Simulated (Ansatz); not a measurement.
Given:

Al3GaAs4:
```
CELL_PARAMETERS angstrom
      4.05587     0.00000     0.00000
      0.00000     4.05587     0.00000
      0.00000     0.00000    11.45218
ATOMIC_POSITIONS crystal
  Ga 0.00000 0.00000 0.00000
  As 0.50000 0.00000 0.12592
  Al 0.50000 0.50000 0.25027
  As 0.00000 0.50000 0.37512
  Al 0.00000 0.00000 0.50000
  As 0.50000 0.00000 0.62488
  Al 0.50000 0.50000 0.74973
  As 0.00000 0.50000 0.87408
```

This is the PBE-relaxed structure. Cartesian axes are those of the cell as given.

### Question
All from the program Ansatz at the PBE level (PAW), unless another level is named. Estimate the hole effective mass, band 1 of 2 at the edge.

### Answer
4.0 along x, 0.46 along z (mₑ).

### Question
Give the valence-band maximum.

### Answer
at Γ.

Space group P-4m2. The start of the workflow was typed in or built on a structure type; neither database checked (COD, Materials Project) lists it. Whether it is the stable phase at ambient conditions was not checked. Symmetry was held in the PBE relaxation; its stability against distortions is not shown here. Spin–orbit coupling is left out wherever it is not named.

Potentials: the earlier of the program's two PAW sets.

Edges and masses are those of Kohn–Sham bands, whose gap is no quasiparticle gap.
